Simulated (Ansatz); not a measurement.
A geometry of BaS₂ away from equilibrium: the start of the relaxation of a generated cell, BaS2 placed in the AFLOW prototype AB2_aP12_1_4a_8a (as in FeS2). The numbers are results of r2SCAN (plane waves to 500 eV, PAW, scalar-relativistic; Ansatz, a quantum-chemistry and plane-wave program), not measurements. Γ-centred k-mesh 3×3×3 on the run's cell (coarser than for final values), Fermi–Dirac smearing 0.05 eV.

```xyz
12
Lattice="7.1287 0.0000 0.0000 0.0000 7.1287 0.0000 0.0000 0.0000 7.1287" Properties=species:S:1:pos:R:3:forces:R:3 pbc="T T T" free_energy=-31115.913 pressure_GPa=3.7
Ba     0.0071     0.0143     0.0214    0.0583   -0.1809   -0.2162
Ba     3.5401     0.0007     3.5900    0.1747   -0.1009   -0.1406
Ba     3.5651     3.5786     0.0078    0.0631   -0.0266   -0.0198
Ba     7.1244     3.5736     3.5915    0.0858   -0.0536   -0.2553
S      2.7495     2.7317     2.7374    1.3573    1.5055    1.4766
S      0.8191     4.3585     6.3061   -1.4787   -1.3068    1.6148
S      6.3118     0.8248     4.3792    1.4268   -1.5358   -1.4218
S      4.3863     6.3196     0.8134   -1.4967    1.5157   -1.3599
S      4.3849     4.3713     4.3749   -1.5576   -1.4321   -1.4456
S      6.3118     2.7217     0.8191    1.4118    1.6210   -1.3407
S      0.8177     6.3132     2.7381   -1.4628    1.3922    1.5200
S      2.7495     0.8276     6.3032    1.4181   -1.3977    1.5885
```

Positions in Å, forces in eV/Å, free energy of the cell in eV (comparable only within this code, potentials and settings). Largest force: 2.56 eV/Å, on S9 (atoms numbered as listed); the geometry lies 0.67 eV/atom above the end of its relaxation.

The relaxed cell holds bonded S–S pairs (2.10 Å). No spin polarisation in the result.

The end of the path is a generated cell of BaS2: the first start was made by placing the elements on the sites of a structure type, and the end was not matched to a known phase here, so it may be hypothetical.
